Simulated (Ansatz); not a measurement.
Relaxed CsPbBr₃ (cubic perovskite):

```
CELL_PARAMETERS angstrom
      6.00277     0.00000     0.00000
      0.00000     6.00277     0.00000
      0.00000     0.00000     6.00277
ATOMIC_POSITIONS crystal
  Cs 0.00000 0.00000 0.00000
  Pb 0.50000 0.50000 0.50000
  Br 0.00000 0.50000 0.50000
  Br 0.50000 0.50000 0.00000
  Br 0.50000 0.00000 0.50000
```

In this cell atom 4 (Br, nearest neighbour Pb at 3.001 Å; its periodic images, 6.0 Å or more away, move with it) is moved by s along Cartesian [111], unit vector (0.577, 0.577, 0.577); all other atoms and the cell stay fixed.

These are PBE (plane waves to 420 eV, PAW, scalar-relativistic; Ansatz, a first-principles code) values and carry that method's errors. k mesh 5×5×5 (Γ-centred), Fermi-Dirac smearing 0.05 eV. Energies are smeared free energies. CsPbBr3 was relaxed with its symmetry unable to fall. Spin-orbit coupling is left out, though Pb is heavy. The PAW data are Ansatz's earlier set. This is a high-temperature form of CsPbBr3. ΔE is measured from the undisplaced structure.

```json
[
 {"s (Å)": "-0.600", "ΔE (meV/cell)": "159.7"},
 {"s (Å)": "-0.480", "ΔE (meV/cell)": "withheld"},
 {"s (Å)": "-0.360", "ΔE (meV/cell)": "48.6"},
 {"s (Å)": "-0.240", "ΔE (meV/cell)": "20.2"},
 {"s (Å)": "-0.120", "ΔE (meV/cell)": "4.8"},
 {"s (Å)": "0.000", "ΔE (meV/cell)": "0.0"},
 {"s (Å)": "0.120", "ΔE (meV/cell)": "4.8"},
 {"s (Å)": "0.240", "ΔE (meV/cell)": "20.2"},
 {"s (Å)": "0.360", "ΔE (meV/cell)": "48.6"},
 {"s (Å)": "0.480", "ΔE (meV/cell)": "withheld"},
 {"s (Å)": "0.600", "ΔE (meV/cell)": "159.7"}
]
```

**Question.** Fit an even polynomial form (powers 2, 4) to the given rows and predict ΔE at s = -0.480.

**Answer.** Least squares on the 9 given rows: ΔE = (335.4)·s² + (300.7)·s⁴, in meV/cell with s in Å; root-mean-square residual 0.08 meV/cell. At -0.480 the fit gives 93.2 meV/cell; the calculation gives 93.8 meV/cell, so the interpolation is off by -0.6 (-0.6 %). The quadratic term alone would give 77.3 meV/cell.

(For displaced atoms, the force is minus the slope of the energy, and its curvature is a force constant, which sets phonon frequencies.)
